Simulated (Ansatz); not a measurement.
Relaxed C (graphite type, space group P6_3/mmc):

```xyz
4
Lattice="2.4554 0.0000 0.0000 -1.2277 2.1264 0.0000 0.0000 0.0000 6.6707" Properties=species:S:1:pos:R:3 pbc="T T T"
C      0.0000     0.0000     1.6677
C      0.0000     0.0000     5.0030
C      0.0000     1.4176     1.6677
C      1.2277     0.7088     5.0030
```

In each cell atom 2 (C, nearest neighbour C at 1.418 Å; its periodic images, 2.5 Å or more away, move with it) moves by s·(0.000, 0.000, 1.000) (along Cartesian z), the rest being held.

Level of theory: r2SCAN+rVV10 (plane waves to 500 eV, PAW, scalar-relativistic; Ansatz, a quantum-chemistry and plane-wave program). k mesh 12×12×4 (Γ-centred), Fermi-Dirac smearing 0.05 eV. E stands for the smeared free energy. With partly filled bands, energies and forces of such displacements shift with the k mesh and the smearing. C was relaxed with its symmetry unable to fall. ΔE is measured from the undisplaced structure. The last digit holds for this mesh only.

```
s (Å)   ΔE (meV/cell)
------  -------------
-0.140          169.8
-0.112          108.5
-0.084           61.0
-0.056           27.1
-0.028            6.8
0.000             0.0
0.028             6.8
0.056            27.1
0.084            61.0
0.112           108.5
0.140           169.8
```

What force constant k = d²E/ds² at s = 0 does the table give?

17 eV/Å². It is the second difference of the nearest points, corrected with the next pair.

With k = 17.25 eV/Å² from the forces, is the well harmonic out to s = 0.140 Å?

½ks² = 169 meV/cell against the computed 170 meV/cell, so the well is close to harmonic there.

(For displaced atoms, the force is minus the slope of the energy, and its curvature is a force constant, which sets phonon frequencies.)
